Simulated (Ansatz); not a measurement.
Pb:
```xyz
2
Lattice="3.4438 0.0000 0.0000 -1.7219 2.9824 0.0000 0.0000 0.0000 5.8590" Properties=species:S:1:pos:R:3 pbc="T T T"
Pb     0.0000     1.9883     1.4647
Pb     1.7219     0.9941     4.3942
```

Relaxed with PBEsol. Special points in fractions of this cell's reciprocal vectors: Γ (0.000, 0.000, 0.000); M (0.500, 0.000, 0.000); K (0.333, 0.333, 0.000); A (0.000, 0.000, 0.500); L (0.500, 0.000, 0.500); H (0.333, 0.333, 0.500).

Question: List the band energies nearest the Fermi level at these points for PBEsol with spin–orbit coupling in the plane-wave PAW code Ansatz.

Answer: In eV from the Fermi level; about four levels below and three above (degenerate sets whole), none deeper than 8.9 eV; points with the same levels are listed once.

```
k                    below                above
-  -----------------------  -------------------
Γ  -8.24 -8.24 -4.28 -4.28  5.11 5.11 5.18 5.18
M  -2.02 -2.02 -0.25 -0.25  1.77 1.77 2.60 2.60
K  -1.30 -1.30 -0.12 -0.12  0.32 0.32 1.42 1.42
A                        –  0.24 0.24 0.24 0.24
L  -3.72 -3.72 -3.72 -3.72  2.80 2.80 2.80 2.80
H  -1.60 -1.60 -0.99 -0.99  4.48 4.48 4.89 4.89
```

Space group P6_3/mmc (hcp (Mg type)). The first step of the workflow began from a Materials Project structure, measured or hypothetical; the Crystallography Open Database files this formula in space group No. 194, but the cells were not matched. It is not the phase usual at ambient conditions (space group No. 225). The cell was relaxed with PBEsol under the symmetry of its start; of distortions, only those at the zone centre were tested.

Potentials: the later of the program's two PAW sets.
